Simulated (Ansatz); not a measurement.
A plane-wave DFT run in Ansatz 0.2.0 (scalar-relativistic PAW potentials unless the input names others): input and command.

```yaml
crystal:
  lattice:
    - [0.0, 4.596394848, 4.596394848]
    - [4.596394848, 0.0, 4.596394848]
    - [4.596394848, 4.596394848, 0.0]
  atoms:
    - { symbol: Cs, position: [0.2499966155, 0.2500030742, 0.2500027213] }
    - { symbol: Cs, position: [0.7500102616, 0.7499972434, 0.7499927606] }
    - { symbol: Ag, position: [0.499991663, 0.5000061015, 0.499994934] }
    - { symbol: Mo, position: [3.637e-07, -3.019e-07, 2.858e-07], spin: 1.95 }
    - { symbol: F, position: [0.2276500018, 0.2278481739, 0.7721414089] }
    - { symbol: F, position: [0.2276875486, 0.7723101556, 0.7721907577] }
    - { symbol: F, position: [0.7723511389, 0.772148765, 0.2278594615] }
    - { symbol: F, position: [0.2279309435, 0.7722982771, 0.2275675818] }
    - { symbol: F, position: [0.7720648758, 0.2276977943, 0.7724405506] }
    - { symbol: F, position: [0.7723165876, 0.2276907173, 0.2278095381] }
basis:
  ecutwfc: 420
kpoints:
  mp_grid: { grid: [4, 3, 5] }
hamiltonian:
  xc: pbe
  hubbard: { sites: [{ species: Mo, l: d, u_eff: 4.38 }] }
scf:
  occupations: { method: gaussian, width: 0.05 }
  max_iter: 75
output:
  forces: true
  eigenvalues: true
  stress: true
magnetization:
  spin_polarized: true
```

```bash
ansatz run input.yaml --threads 2 --pin off --max-ram 5120MiB --backend cpu --events-out ev --progress --plain --runs-dir out
```

Abridged log:
```
Warning: at least one further symmetry operation maps every atom of the structure, as the run holds it, onto an atom to within 2.30e-5 (fractional), and is not used: no operation is sought that the atoms, as the run holds them, miss by more than 2.00e-5, twice crystal.symmetry.tolerance (1.0e-5). ...
Basis set: ecut = 420 eV, 3767 PW (Γ), exchange–correlation on 90×90×90 points (8 copies of the dense FFT grid, shifted against one another)
Bands: 58, of which v1, the nominal top of the filled ones, is band 47 counted from 1 (46 counted from 0)
Symmetry: 1 space group operations
k-points: 31 of 60 (time reversal used)
SCF iter   1: F=—  HF=-28753.297012 eV  |F-HF|=—  |Δ(HF+E_count)|=         —  Δρ=8.50e-2 (↑8.50e-2 ↓7.46e-2) dr2=6.34e1  dr2_m=4.85e-1  M=1.098 μB ∫|m|=1.841 μB  β_m=0.30  ethr=3.10e-3  ⟨swp⟩=7.9  Hψ=14982  notcnv=0  defer=20
spin=Collinear: Kerker preconditioning applied to the charge; magnetization (m = ρ↑ − ρ↓) channel mixes plain (no charge-response kernel on spin).
SCF iter   2: F=—  HF=-28743.580846 eV  |F-HF|=—  |Δ(HF+E_count)|=    9.72e0  Δρ=3.56e-2 (↑3.56e-2 ↓3.54e-2) dr2=1.23e1  dr2_m=4.13e-1  M=2.945 μB ∫|m|=3.068 μB  β_m=1.00  ethr=3.10e-3  ⟨swp⟩=3.4  Hψ=7968  notcnv=0  defer=194
SCF iter   3: F=—  HF=-28742.319163 eV  |F-HF|=—  |Δ(HF+E_count)|=    1.26e0  Δρ=1.67e-2 (↑1.67e-2 ↓1.53e-2) dr2=3.15e0  dr2_m=3.54e-2  M=3.000 μB ∫|m|=3.172 μB  β_m=1.00  ethr=3.10e-3  ⟨swp⟩=3.1  Hψ=7712  notcnv=0  defer=258
SCF iter   4: F=—  HF=-28742.193536 eV  |F-HF|=—  |Δ(HF+E_count)|=   1.26e-1  Δρ=1.05e-2 (↑1.05e-2 ↓1.01e-2) dr2=1.57e0  dr2_m=1.02e-3  M=3.000 μB ∫|m|=3.153 μB  β_m=1.00  ethr=3.10e-3  ⟨swp⟩=2.4  Hψ=4772  notcnv=0  defer=272
SCF iter   5: F=—  HF=-28741.902112 eV  |F-HF|=—  |Δ(HF+E_count)|=   2.91e-1  Δρ=5.26e-3 (↑5.23e-3 ↓5.26e-3) dr2=3.59e-1  dr2_m=1.04e-4  M=3.000 μB ∫|m|=3.155 μB  β_m=0.30  ethr=1.69e-3  ⟨swp⟩=3.2  Hψ=6590  notcnv=0  defer=274
Mixer restart at iter 5: flushing history
spin-set hold released at iteration 5 (site moments contracting): the magnetisation degrees of freedom join the quasi-Newton model from the next iteration; the mixer history was flushed
SCF iter   6: F=—  HF=-28741.992668 eV  |F-HF|=—  |Δ(HF+E_count)|=   9.06e-2  Δρ=3.78e-3 (↑3.75e-3 ↓3.78e-3) dr2=2.56e-1  dr2_m=1.62e-4  M=3.000 μB ∫|m|=3.142 μB  β_m=0.65  ethr=3.86e-4  ⟨swp⟩=1.2  Hψ=4173  notcnv=0  defer=295
SCF iter   7: F=—  HF=-28742.059129 eV  |F-HF|=—  |Δ(HF+E_count)|=   6.65e-2  Δρ=1.76e-3 (↑1.66e-3 ↓1.76e-3) dr2=7.02e-2  dr2_m=1.60e-4  M=3.000 μB ∫|m|=3.117 μB  β_m=0.74  ethr=2.75e-4  ⟨swp⟩=3.4  Hψ=5607  notcnv=0  defer=310
SCF iter   8: F=—  HF=-28742.043028 eV  |F-HF|=—  |Δ(HF+E_count)|=   1.61e-2  Δρ=1.14e-3 (↑1.14e-3 ↓1.06e-3) dr2=1.90e-2  dr2_m=8.59e-6  M=3.000 μB ∫|m|=3.112 μB  β_m=0.87  ethr=7.55e-5  ⟨swp⟩=2.7  Hψ=5770  notcnv=0  defer=352
SCF iter   9: F=—  HF=-28742.039508 eV  |F-HF|=—  |Δ(HF+E_count)|=   3.52e-3  Δρ=7.78e-4 (↑7.78e-4 ↓6.80e-4) dr2=3.41e-3  dr2_m=1.81e-5  M=3.000 μB ∫|m|=3.115 μB  β_m=0.77  ethr=2.05e-5  ⟨swp⟩=2.3  Hψ=5597  notcnv=0  defer=352
SCF iter  10: F=—  HF=-28742.038815 eV  |F-HF|=—  |Δ(HF+E_count)|=   6.94e-4  Δρ=1.62e-4 (↑1.61e-4 ↓1.62e-4) dr2=2.64e-4  dr2_m=9.16e-6  M=3.000 μB ∫|m|=3.115 μB  β_m=0.89  ethr=3.66e-6  ⟨swp⟩=2.0  Hψ=6003  notcnv=0  defer=352
SCF iter  11: F=—  HF=-28742.038926 eV  |F-HF|=—  |Δ(HF+E_count)|=   1.12e-4  Δρ=5.27e-5 (↑4.95e-5 ↓5.27e-5) dr2=3.80e-5  dr2_m=3.34e-7  M=3.000 μB ∫|m|=3.116 μB  β_m=0.94  ethr=2.84e-7  ⟨swp⟩=2.0  Hψ=5135  notcnv=0  defer=352
SCF iter  12: F=—  HF=-28742.038945 eV  |F-HF|=—  |Δ(HF+E_count)|=   1.82e-5  Δρ=1.98e-5 (↑1.98e-5 ↓1.83e-5) dr2=7.25e-6  dr2_m=3.54e-8  M=3.000 μB ∫|m|=3.117 μB  β_m=0.97  ethr=4.08e-8  ⟨swp⟩=2.0  Hψ=5307  notcnv=0  defer=352
SCF iter  13: F=—  HF=-28742.038946 eV  |F-HF|=—  |Δ(HF+E_count)|=   1.31e-6  Δρ=8.36e-6 (↑7.21e-6 ↓8.36e-6) dr2=9.90e-7  dr2_m=1.47e-8  M=3.000 μB ∫|m|=3.117 μB  β_m=0.99  ethr=7.80e-9  ⟨swp⟩=2.0  Hψ=5118  notcnv=0  defer=352
SCF iter  14: F=—  HF=-28742.038946 eV  |F-HF|=—  |Δ(HF+E_count)|=   3.89e-9  Δρ=4.53e-6 (↑4.50e-6 ↓4.53e-6) dr2=2.09e-7  dr2_m=1.31e-9  M=3.000 μB ∫|m|=3.117 μB  β_m=0.99  ethr=1.06e-9  ⟨swp⟩=2.1  Hψ=5111  notcnv=0  defer=352
SCF iter  15: F=—  HF=-28742.038946 eV  |F-HF|=—  |Δ(HF+E_count)|=   6.08e-8  Δρ=5.22e-6 (↑5.14e-6 ↓5.22e-6) dr2=1.41e-7  dr2_m=4.99e-11  M=3.000 μB ∫|m|=3.117 μB  β_m=0.82  ethr=1.08e-10  ⟨swp⟩=13.1  Hψ=17021  notcnv=0
SCF iter  16: F=-28742.038946 eV  HF=-28742.038946 eV  |F-HF|=2.31e-9  |Δ(HF+E_count)|=   1.70e-8  Δρ=1.09e-6 (↑8.12e-7 ↓1.09e-6) dr2=7.32e-9  dr2_m=3.58e-10  M=3.000 μB ∫|m|=3.117 μB  ethr=1.08e-10  ⟨swp⟩=3.9  Hψ=9399  notcnv=0
SCF 1 converged in 16 iterations: F = -28742.038946 eV  dr2 = 7.32e-9
SCF converged after 16 iterations
Magnetization: 3.0000 μB (48.0000 up, 45.0000 down)
Absolute magnetization: 3.1256 μB (∫|ρ↑−ρ↓|, with the PAW one-centre terms)
Spin contamination: 0.0091 ħ² per cell (⟨S²⟩ above its minimum at these occupations)
Per-site moments (μB) at R_I (Å): [(0.00070940, 1.34284206), (0.00070950, 1.34287359), (-0.00358480, 1.03235651), (1.77651989, 0.86362496), (0.02418786, 0.86363037), (0.02418723, 0.86363213), (0.02418683, 0.86363425), (0.02418900, 0.86362998), (0.02419036, 0.86362496), (0.02418660, 0.86363441)]
Free energy (F): -28742.038946 eV
Harris-Foulkes:  -28742.038946 eV  (|F-HF|=2.31e-9)
Internal energy: -28742.038946 eV  (E = F + TS)
E sigma→0 (E₀):  -28742.038946 eV
Fermi energy:    6.781284 eV
--- Forces (eV/Å), atoms counted from 1 ---
  atom   1  Cs    -0.00005488     0.00001055     0.00000895
  atom   2  Cs     0.00008187    -0.00004179    -0.00005569
  atom   3  Ag    -0.00001572     0.00015348     0.00003351
  atom   4  Mo     0.00005329    -0.00000426    -0.00009701
  atom   5  F      0.00002607     0.00010251    -0.00016752
  atom   6  F      0.00019346     0.00007509    -0.00002310
  atom   7  F     -0.00001291    -0.00009613     0.00023306
  atom   8  F      0.00015356    -0.00016027    -0.00028849
  atom   9  F     -0.00018795     0.00004833     0.00035442
  atom  10  F     -0.00023593    -0.00008659    -0.00000860
--- Stress (GPa, compression-positive) ---
        0.012961       0.000279       0.000615
        0.000279       0.012659      -0.000409
        0.000615      -0.000409       0.013144
  P = ⅓ Tr σ = 0.0129 GPa (0.129 kbar)
Occupation matrices written to <dir>
```

One setting here is unusual or wrong in general: a mesh that breaks the symmetry (kpoints.mp_grid.grid: [4, 4, 4] → [4, 3, 5]). For this cell it did little harm to the result: the run converged in 16 SCF iterations with an energy at zero smearing within 0.01 meV/atom of the reference's, pressure 0.01 GPa, largest force 0.000 eV/Å, gap on the mesh 2.97 eV. A reference run on usual settings, whose relaxation ended at this geometry, converged, and the end of its own relaxation has pressure 0.01 GPa, largest force 0.000 eV/Å, gap on the mesh 2.97 eV.

The run took 110 s on 2 threads of Intel(R) Xeon(R) Processor @ 2.50GHz (Skylake/Cascade Lake), on a shared host, peak memory 0.98 GiB.